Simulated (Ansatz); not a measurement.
# Compounds of B: energies of formation from the elements

All-electron LAPW in Ansatz 0.2.0 under PBEsol, scalar-relativistic, energies extrapolated to zero smearing, at cells relaxed on PAW files: B₂W (P6/mmm), a = 3.01 Å, b = 3.01 Å, c = 3.31 Å, α = 90.00°, β = 90.00°, γ = 120.00°; ZrB₂ (P6/mmm), a = 3.15 Å, b = 3.15 Å, c = 3.51 Å, α = 90.00°, β = 90.00°, γ = 120.00°; Mg₂B (Fm-3m), a = 5.76 Å, b = 5.76 Å, c = 5.76 Å, α = 90.00°, β = 90.00°, γ = 90.00°; TiB (F-43m), a = 4.91 Å, b = 4.91 Å, c = 4.91 Å, α = 90.00°, β = 90.00°, γ = 90.00°.

The elements are taken as B alpha-B12, Mg hcp, Ti hcp, W bcc, Zr hcp, by the same method, without zero-point or thermal terms. The PAW files were made under PBE. The structures needn't be the ground states, and some are hypothetical. Spin–orbit coupling is left out, and cells without a listed moment are non-magnetic or ran without spin. k spacings are 0.16 to 0.3 Å⁻¹, smearing 0.02 to 0.05 eV.

| compound | ΔE LAPW (eV/atom) | PAW − LAPW (meV/atom) | V (Å³/atom) |
| --- | --- | --- | --- |
| B₂W (P6/mmm) | ? | -1.4 | 8.68 |
| ZrB₂ (P6/mmm) | ? | -1.3 | 10.08 |
| Mg₂B (Fm-3m) | 0.365 | -0.6 | 15.91 |
| TiB (F-43m) | 0.773 | -1.2 | 14.77 |

(1) What belongs in the row "B₂W (P6/mmm)", column "ΔE LAPW (eV/atom)"?

(2) What belongs in the row "ZrB₂ (P6/mmm)", column "ΔE LAPW (eV/atom)"?

Answers

(1) -0.133.

(2) -1.082.
